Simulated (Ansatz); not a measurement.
Tl3Ge2H: from a guess to a relaxed structure

All numbers below come from DFT PBE, scalar-relativistic, plane waves, PAW in Ansatz 0.2.0. Cutoff 420 eV, Gaussian smearing, Γ-centred meshes. Cell and atoms relax first on a coarse mesh and then on a finer one. In between, the cell is made exact in the group found at 0.06 Å. In metals the finer mesh still leaves noise of several meV/atom or more. The steps can't lower the symmetry of their start. No spin polarisation.

Recipe of this trial structure of Tl3Ge2H: random cell by space group and Wyckoff sites (P-6m2, No. 187). Its size is a rough estimate.

```yaml
crystal:
  lattice:
    - [6.51763, 0.00000, 0.00000]
    - [-3.25882, 5.64443, 0.00000]
    - [0.00000, 0.00000, 4.65036]
  atoms:
    - { symbol: Tl, position: [0.17635, 0.82365, 0.50000] }
    - { symbol: Tl, position: [0.17635, 0.35269, 0.50000] }
    - { symbol: Tl, position: [0.64731, 0.82365, 0.50000] }
    - { symbol: Ge, position: [0.33333, 0.66667, 0.00000] }
    - { symbol: Ge, position: [0.66667, 0.33333, 0.00000] }
    - { symbol: H, position: [0.66667, 0.33333, 0.50000] }
```

The zero of energy is the elements' standard structures at the same level (H₂ as a molecule); no fitted shifts are applied.

Q: Describe the relaxed structure.

A: The symmetry stays P-6m2 (No. 187). The volume per atom shrinks by 6.6 %, from 28.5 to 26.6 Å³. The shortest distance goes from 2.33 Å (Ge–H) to 1.89 Å (Ge–H). The ratio c/a of the conventional cell changes by a factor of 0.76. The energy falls by about 0.13 eV/atom (the start's value is from the coarse mesh). Conventional cell: a = 6.980 Å, c = 3.787 Å. Tl is surrounded by 2 Ge at 2.90 Å and 2 Tl at 3.17 Å; Ge on its first site is surrounded by 6 Tl at 2.90 Å; Ge on its second site is surrounded by 2 H at 1.89 Å; H is surrounded by 2 Ge at 1.89 Å.

```
Tl Ge H
1.0
     6.98048    0.00000    0.00000
    -3.49024    6.04527    0.00000
     0.00000    0.00000    3.78694
Tl Ge H
3 2 1
Direct
  0.15126 0.84874 0.50000
  0.15126 0.30252 0.50000
  0.69748 0.84874 0.50000
  0.33333 0.66667 0.00000
  0.66667 0.33333 0.00000
  0.66667 0.33333 0.50000
```

Q: How does it come out in energy, and is it a metal?

A: The formation energy is +0.45 eV/atom and the gap on the 6×6×10 mesh of the 6-atom cell is 0 eV (a metal).

The separate elements lie lower, so it is unstable against them.

The last run used Gaussian smearing of 0.10 eV. These runs have no spin–orbit coupling, which can matter for Tl. With hydrogen, zero-point motion can shift formation energies by some tens of meV/atom. A structure relaxed within its symmetry needn't be a true minimum. Another cell of Tl3Ge2H relaxed alike, in P4/mmm, lies 46 meV/atom lower, so this cell isn't the stable form at this level.
